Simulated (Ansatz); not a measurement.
InB2As3, ordered on the zincblende lattice (P3m1) with 6 atoms a cell (it has left that coordination), relaxed with r2SCAN. B has 4 As at 2.03–2.04 Å; B has 4 As at 2.04–2.06 Å; In has 1 As at 2.79 Å; As has 4 B at 2.04–2.06 Å; As has 3 B at 2.04 Å and 1 In at 2.79 Å; As has 1 B at 2.03 Å.

Space group P3m1 (No. 156). a = 3.290 Å, b = 3.290 Å, c = 11.857 Å, α = 90.00°, β = 90.00°, γ = 120.00°

| atom | site | symmetry | x | y | z |
| --- | --- | --- | --- | --- | --- |
| B | 1a | 3m. | 0.0000 | 0.0000 | 0.9523 |
| B | 1c | 3m. | 0.6667 | 0.3333 | 0.7150 |
| In | 1b | 3m. | 0.3333 | 0.6667 | 0.4177 |
| As | 1c | 3m. | 0.6667 | 0.3333 | 0.8888 |
| As | 1b | 3m. | 0.3333 | 0.6667 | 0.6529 |
| As | 1a | 3m. | 0.0000 | 0.0000 | 0.1233 |

The questions ask for values computed with Ansatz 0.2.0 on this geometry. Simulation only: non-magnetic, and no claim that this is the phase found in nature.

Given (12×12×2 mesh): r2SCAN gives no gap: the lowest nominally empty band dips 4.46 eV below the top of the last filled one (its bottom at M–K (0.70 of the way from M), the top at Γ), so the cell is a metal or semimetal at this level.

Question: How does the gap change from r2SCAN to PBE (12×12×2)?

Answer: With PBE the bands overlap by 4.15 eV (counted from 1, band 32 peaks at Γ and band 33 bottoms out at M–K (0.70 of the way from M)): no gap.

Question: Estimate the gap with PBE+SOC on 12×12×2.

Answer: With PBE+SOC the bands overlap by 4.02 eV (counted from 1, band 64 peaks at Γ and band 65 bottoms out at M–K (0.70 of the way from M)): no gap. Spin-orbit coupling itself accounts for +0.137 eV.

Question: What do these levels agree on?

Answer: No level opens a gap, but no hybrid is among them, and semilocal functionals can close a real gap.

Only the levels marked +SOC include spin-orbit coupling.

Where an edge lies off the special points, it is a point of the mesh or the k point where a search put PBE's edge or least direct gap, reused for the other functionals, whose own edges may lie a little apart; PBE's own value is read along its path and can be a few hundredths of an eV high.
